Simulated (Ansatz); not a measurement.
HfCo:
```xyz
2
Lattice="3.1700 0.0000 0.0000 0.0000 3.1700 0.0000 0.0000 0.0000 3.1700" Properties=species:S:1:pos:R:3 pbc="T T T"
Hf     1.5850     1.5850     1.5850
Co     0.0000     0.0000     0.0000
```
The run is spin-polarised; directions of the spins, atom by atom: ↓ ↑.

Relaxed with r²SCAN.

Task: Tabulate the valence density and the electron localisation function along the shortest Hf–Hf contact (3.17 Å), r²SCAN in the plane-wave PAW code Ansatz.

Result: 

```
distance from Hf (Å)  density (e/Å³)   ELF
--------------------  --------------  ----
0.32                           23.05  0.83
0.48                           13.38  0.84
0.63                            6.28  0.77
0.79                            2.45  0.57
0.95                            0.87  0.28
1.11                            0.35  0.11
1.27                            0.21  0.09
1.43                            0.18  0.15
1.58                            0.17  0.19
1.74                            0.18  0.15
1.90                            0.21  0.09
2.06                            0.35  0.11
2.22                            0.87  0.28
2.38                            2.45  0.57
2.54                            6.28  0.77
2.69                           13.38  0.84
2.85                           23.05  0.83
```

The density is the valence pseudo-density with augmentation charge, so density and ELF within about 1 Å of a nucleus are not all-electron values.

Space group Pm-3m (CsCl type). The workflow started from an entry of the Crystallography Open Database (COD). Its standing as an ambient phase is unchecked. Symmetry was held in the r²SCAN relaxation, as lowered by the spin order; its stability against distortions is not shown here. Magnetic state: ferrimagnetic, chosen from 4 collinear starts compared on coarse meshes (ties went to the first, and starts can fall back to one state), not a proven ground state. Other orbital occupations within this spin state were not tried. Scalar-relativistic: spin–orbit coupling is off unless named, which matters more the heavier the elements.

Potentials: the later of the program's two PAW sets.
